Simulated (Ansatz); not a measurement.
AlN:
```
AlN
1.0
    0.00000     2.00511     2.00511
    2.00511     0.00000     2.00511
    2.00511     2.00511     0.00000
Al N
1 1
Cartesian
  2.00511   2.00511   2.00511
  0.00000   0.00000   0.00000
```

Relaxed with LDA.

### Question
Give the optical modes at the zone centre with their infrared and Raman activity from DFPT, LDA in the plane-wave PAW code Ansatz.

### Answer
Transverse frequencies, without the LO–TO term; a row sums one degenerate level.

| ω (cm⁻¹) | degeneracy | IR ((D/Å)²/amu) | Raman (Å⁴/amu) | activity | symmetry |
|---|---|---|---|---|---|
| 478 | 3 | 65.49 | 0 | IR | T1u |

### Question
How high does the top mode go among those that the LO–TO term moves?

### Answer
896 cm⁻¹ for q along x.

Space group Fm-3m (rock salt). This is a known high-pressure phase of the composition, computed here at zero pressure and temperature. The LDA relaxation kept the symmetry of its start; whether a distortion lowers the energy is not shown. The volume moved by -39 % from the start of the relaxation.

Potentials: the earlier of the program's two PAW sets. The files were generated under PBE; for other functionals the program regenerates the frozen cores, and for LDA and PBEsol the local potential too.
